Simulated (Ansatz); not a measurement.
## Al$_{3}$Ga$_{2}$N$_{5}$: computed properties

The calculation used Ansatz 0.2.0, DFT PBE, scalar-relativistic, plane waves, PAW.

Cutoff 420 eV; k points 12×12×12 on the computed 10-atom cell (Γ-centred); Gaussian smearing, width 0.02 eV; no spin polarisation.

The structure is relaxed at this level of theory with its symmetry kept, and needn't be the ground state of this composition.

```
Al Ga N
1.0
     1.46690    0.84692   11.99813
    -1.46690    0.84692   11.99813
     0.00000   -1.69384   11.99813
Al Ga N
3 2 5
Direct
  0.50000 0.50000 0.50000
  0.10155 0.10155 0.10155
  0.89845 0.89845 0.89845
  0.70121 0.70121 0.70121
  0.29879 0.29879 0.29879
  0.19920 0.19920 0.19920
  0.80080 0.80080 0.80080
  0.40295 0.40295 0.40295
  0.00000 0.00000 0.00000
  0.59705 0.59705 0.59705
```

Question: Formation energy from the elements' standard states (uncorrected)?

Answer: -0.685 eV/atom.

Question: Kohn–Sham band gap?

Answer: 2.04 eV.

Question: Orbital (Löwdin) character of the top 1 eV of the valence band?

Answer: N 2p 92 %.

Question: Orbital (Löwdin) character of the lowest 1 eV of the conduction band?

Answer: Ga 4s 59 %, N 2p 13 %, Al 3s 12 %, N 2s 8 %.

Question: Bader charge by site (e)?

Answer: Al (1 in the cell) 2.48, Al (2 in the cell) 2.48, Ga (2 in the cell) 1.66, N (2 in the cell) -2.47, N (2 in the cell) -2.07, N (1 in the cell) -1.66.

The cell was found from a structure generator's guess, not taken from experiment. Kohn–Sham gaps at this level usually fall short of measured ones. Löwdin shares on free-atom orbitals overweight diffuse shells in the empty bands.
